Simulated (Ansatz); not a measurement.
Ti:
Space group P6₃/mmc (No. 194); a = 2.9348 Å, b = 2.9348 Å, c = 4.6420 Å, α = 90.00°, β = 90.00°, γ = 120.00°

| atom | site | symmetry | x | y | z |
|---|---|---|---|---|---|
| Ti | 2c | -6m2 | 0.3333 | 0.6667 | 0.2500 |

Relaxed with r²SCAN.

Decompose the optical modes at the zone centre into irreducible representations, and say which are infrared and Raman allowed.

Point group 6/mmm: Γ_opt = B1g + E2g. Infrared: none. Raman: E2g.

Assign frequencies (DFPT, DFT-r²SCAN in the program Ansatz with PAW potentials).

E2g 139, B1g 182 cm⁻¹.

Subscripts of B labels follow the axes of the standard setting.

Space group P6_3/mmc (hcp (Mg type)). The r²SCAN relaxation kept the symmetry of its start; of distortions, only those at the zone centre were tested. No spin polarisation was allowed. As this level gives no gap, phonon frequencies hold no LO–TO term and depend on the k-mesh and smearing (Fermi–Dirac, 0.1 eV here). Axis ratios of metals converge slowly with the k-mesh, so a and c are less sure than the volume.

Potentials: the earlier of the program's two PAW sets.
